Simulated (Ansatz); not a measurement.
**TaAs: from a starting cell to a relaxed one**

The start is a relaxed TaAs cell displaced along its unstable phonon at q = (½, ½, 0) of its primitive reciprocal cell (110i cm⁻¹), largest move 0.15 Å. The cell and all atomic positions are relaxed at zero pressure with PBE (plane waves to 420 eV, PAW, scalar-relativistic; Ansatz, an electronic-structure program). The first steps use a coarse 9×9×9 k-mesh.

Initial structure:
```
CELL_PARAMETERS angstrom
      0.00000     6.53354     6.53354
      3.26677     3.26677     6.53354
      3.26677     3.26677     0.00000
ATOMIC_POSITIONS crystal
  Ta 0.98693 0.76307 0.73693
  Ta 0.51307 0.73693 0.76307
  Ta 0.01307 0.48693 0.48693
  Ta 0.48693 0.51307 0.51307
  As 0.02296 0.97704 0.97704
  As 0.47704 0.02296 0.02296
  As 0.97704 0.27296 0.22704
  As 0.52296 0.22704 0.27296
```

Task: What is the largest force in the starting geometry, and on which atom (counted from 1)?

Result: 0.54 eV/Å, on Ta1, Ta2, Ta3, Ta4 (atoms numbered as listed).

Task: By how much does the energy per atom fall from start to end?

Result: 0.22 eV/atom.

Task: How does the volume per atom move from start to end?

Result: +1.3 %, from 17.43 to 17.65 Å³/atom.

Task: Is the parent structure recovered?

Result: It does not go back: it reaches P4₁2₁2 (No. 92), 0.24 eV/atom below the parent.

Task: How do the shortest distances between atoms change?

Result: The closest pairs of elements (up to four, under 3.6 Å), start → end: As–Ta 2.80 → 2.67 Å; Ta–Ta 2.83 → 3.11 Å; As–As 2.84 → 2.93 Å.

Task: What band gap does the relaxed structure have at this level?

Result: Zero (metallic).

Task: Write out the relaxed structure.

Result: 
```cif
data_As4Ta4
_chemical_formula_sum 'Ta4 As4'
_space_group_name_H-M_alt 'P41212'
_space_group_IT_number 92
_space_group_name_Hall 'P 4abw 2nw'
_cell_length_a 5.19916
_cell_length_b 5.19916
_cell_length_c 5.22483
_cell_angle_alpha 90.000
_cell_angle_beta 90.000
_cell_angle_gamma 90.000
loop_
_atom_site_label
_atom_site_type_symbol
_atom_site_symmetry_multiplicity
_atom_site_Wyckoff_symbol
_atom_site_fract_x
_atom_site_fract_y
_atom_site_fract_z
_atom_site_occupancy
Ta1 Ta 4 a 0.14547 0.14547 0.00000 1
As1 As 4 a 0.21714 0.21714 0.50000 1
```

Final values are on a 9×9×9 k-mesh of the relaxed cell. No spin polarisation in the result.

The run could not lose the symmetry of its start: the end is stationary, and may be a saddle point rather than a minimum.

The relaxed structure here is a generated cell of TaAs: the first start was made by placing the elements on the sites of a structure type, and the end was not matched to a known phase here, so it may be hypothetical. Known forms of TaAs include space group No. 109.
